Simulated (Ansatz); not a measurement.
CsPbCl₃ (cubic perovskite)

```xyz
5
Lattice="5.6188 0.0000 0.0000 0.0000 5.6188 0.0000 0.0000 0.0000 5.6188" Properties=species:S:1:pos:R:3 pbc="T T T"
Cs     0.0000     0.0000     0.0000
Pb     2.8094     2.8094     2.8094
Cl     0.0000     2.8094     2.8094
Cl     2.8094     2.8094     0.0000
Cl     2.8094     0.0000     2.8094
```

The volume is varied about the relaxed value V₀ at fixed cell shape. Symmetry pins the atoms to their sites.

All values below come from PBEsol (plane waves to 420 eV, PAW, scalar-relativistic; Ansatz, a quantum-chemistry and plane-wave program). k mesh 6×6×6 (Γ-centred), Fermi-Dirac smearing 0.05 eV. E stands for the smeared free energy. CsPbCl3 was relaxed with its symmetry unable to fall. Spin-orbit coupling is left out, though Pb is heavy. The PAW data are Ansatz's earlier set. This is a high-temperature form of CsPbCl3. ΔE is measured from the relaxed starting cell.

```json
[
 {"V (Å³/atom)": "33.349", "ΔE (meV/atom)": "11.2"},
 {"V (Å³/atom)": "33.703", "ΔE (meV/atom)": "7.6"},
 {"V (Å³/atom)": "34.058", "ΔE (meV/atom)": "4.8"},
 {"V (Å³/atom)": "34.413", "ΔE (meV/atom)": "2.6"},
 {"V (Å³/atom)": "34.768", "ΔE (meV/atom)": "1.2"},
 {"V (Å³/atom)": "35.123", "ΔE (meV/atom)": "0.3"},
 {"V (Å³/atom)": "35.477", "ΔE (meV/atom)": "0.0"},
 {"V (Å³/atom)": "35.832", "ΔE (meV/atom)": "0.3"},
 {"V (Å³/atom)": "36.187", "ΔE (meV/atom)": "1.1"},
 {"V (Å³/atom)": "36.542", "ΔE (meV/atom)": "2.4"},
 {"V (Å³/atom)": "36.896", "ΔE (meV/atom)": "4.1"},
 {"V (Å³/atom)": "37.251", "ΔE (meV/atom)": "6.3"},
 {"V (Å³/atom)": "37.606", "ΔE (meV/atom)": "8.9"}
]
```

### Question
What is the fitted pressure derivative B₀′?

### Answer
4.7.

### Question
What bulk modulus B₀ follows from a third-order Birch-Murnaghan fit?

### Answer
25.0 GPa.

(A scan under strain: stresses follow from slopes of the energy per volume, elastic moduli from its curvatures.)
